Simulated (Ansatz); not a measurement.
Hf3N4:
```xyz
14
Lattice="-3.3671 3.3671 3.3671 3.3671 -3.3671 3.3671 3.3671 3.3671 -3.3671" Properties=species:S:1:pos:R:3 pbc="T T T"
Hf     2.5254     0.0000     1.6836
Hf     1.6836     2.5254     0.0000
Hf     0.8418     0.0000     5.0507
Hf     5.0507     0.8418     0.0000
Hf     0.0000     1.6836     2.5254
Hf     0.0000     5.0507     0.8418
N      0.4479     0.4479     0.4479
N     -1.2357     1.2357     4.6028
N     -0.4479     2.9193     0.4479
N      4.6028    -1.2357     1.2357
N      0.4479    -0.4479     2.9193
N      2.1314     2.1314     2.1314
N      2.9193     0.4479    -0.4479
N      1.2357     4.6028    -1.2357
```

PBE (plane waves, PAW; program Ansatz) gives a gap of 1.04 eV without spin–orbit coupling, maximum at Γ, minimum at Γ.

Question: What happens when spin–orbit coupling is switched on?

Answer: The gap decreases by 0.11 eV, to 0.93 eV; maximum at Γ, minimum at Γ.

Question: How large is the spin–orbit splitting of the valence top at Γ?

Answer: The fourfold level lies 0.25 eV above the split-off pair.

Question: Give the hole effective mass with spin–orbit coupling, band 1 of 2 at the edge.

Answer: 1.7 along [100], 0.96 along [110], 0.79 along [111] (mₑ).

Question: Give the hole effective mass with spin–orbit coupling, band 2 of 2 at the edge.

Answer: 0.29 along [100], 0.33 along [110], 0.36 along [111] (mₑ).

Space group I-43d. Symmetry was held in the PBE relaxation. The run is not spin-polarised.

Potentials: the later of the program's two PAW sets.
